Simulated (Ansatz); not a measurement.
**Computed properties of Rb2PdC2**

Rb$_{2}$PdC$_{2}$:
```
Rb2PdC2
1.0
    5.38569     0.00000     0.00000
   -2.69285     4.66415     0.00000
    0.00000     0.00000     5.26699
C Rb Pd
2 2 1
Direct
  0.00000   0.00000   0.38014
  0.00000   0.00000   0.61986
  0.33333   0.66667   0.28350
  0.66667   0.33333   0.71650
  0.00000   0.00000   0.00000
```

Space group P-3m1 (No. 164); conventional cell a = 5.386 Å, b = 5.386 Å, c = 5.267 Å, α = 90.00°, β = 90.00°, γ = 120.00°.

Method: r²SCAN in the plane-wave PAW code Ansatz. The cell and atoms are relaxed at this level. Other levels are named where they apply.

Cell and energy:

```
Item                                                           Result
-----------------------------------------------------  --------------
Volume per atom                                              26.46 Å³
Density                                                    3.78 g/cm³
Formation energy from the elements (no fitted shifts)  -0.042 eV/atom
```

Electronic structure:

```
Property                                                                                        Result
--------------------------------------------------------------  --------------------------------------
Band gap                                                                              1.73 eV (direct)
Valence-band maximum                                                                              at L
Conduction-band minimum                                                    at L (3 equivalent valleys)
Electron effective mass                                         0.23, 0.79, 0.90 mₑ (principal values)
Electron effective mass with spin–orbit coupling                0.23, 0.79, 0.90 mₑ (principal values)
Weight of the conduction-edge state by species (Voronoi cells)                Rb 41 %, C 32 %, Pd 28 %
Hole effective mass                                                0.20, 8.2, 25 mₑ (principal values)
Weight of the valence-edge state by species (Voronoi cells)                    Pd 62 %, C 35 %, Rb 3 %
HSE06 gap on the r²SCAN cell                                                                   2.42 eV
Gap with spin–orbit coupling                                                                   1.63 eV
```

Mechanics:

```
Property                              Result
----------------------------------  --------
Bulk modulus (Birch–Murnaghan fit)  26.2 GPa
Pressure derivative B′                   4.8
```

The workflow started from an entry of the Crystallography Open Database (COD). Its standing as an ambient phase is unchecked. Symmetry was held in the r²SCAN relaxation; its stability against distortions is not shown here. The run is not spin-polarised. The references are the lowest solids computed at this level, not always the standard phases. Spin–orbit coupling is left out wherever it is not named.

Potentials: the later of the program's two PAW sets.
